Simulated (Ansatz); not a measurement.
Values for one crystal, relaxed and computed with plane-wave PAW r²SCAN+D4 (Ansatz code); other levels are named.

| Quantity | Value |
|---|---|
| Volume per atom | 28.16 Å³ |
| Band gap | 0.99 eV (indirect) |
| Formation energy from the elements (no fitted shifts) | -34 kJ/mol of atoms |
| Conduction-band minimum | off the standard path, at k = (0.286, 0.445, 0.422) |
| Valence-band maximum | on the M2–D line, 54 % of the way from M2 (k = 0.367, 0.367, -0.500) |
| Hole effective mass | 0.15, 0.22, 1.5 mₑ (principal values) |
| Electron effective mass | 0.13, 0.25, 0.69 mₑ (principal values) |

Which compound is it?
(A) BiSe2, C2/m (Pearson symbol mS24)
(B) WCl4, C2/m (W on 4g, Cl on 4i, Cl on 4i, Cl on 8j)
(C) Bi2Te3, R-3m (Bi on 6c, Te on 3a, Te on 6c)
(D) WSe2, P6_3/mmc (W on 2c, Se on 4f)

A, BiSe2, C2/m (Pearson symbol mS24)

The first step of the workflow began from a Materials Project structure, measured or hypothetical; the Crystallography Open Database copy checked does not list it. Its standing as an ambient phase is unchecked. The r²SCAN+D4 relaxation kept the symmetry of its start; whether a distortion lowers the energy is not shown. The references are the lowest solids computed at this level, not always the standard phases. Spin–orbit coupling is left out wherever it is not named.

Potentials: the later of the program's two PAW sets.
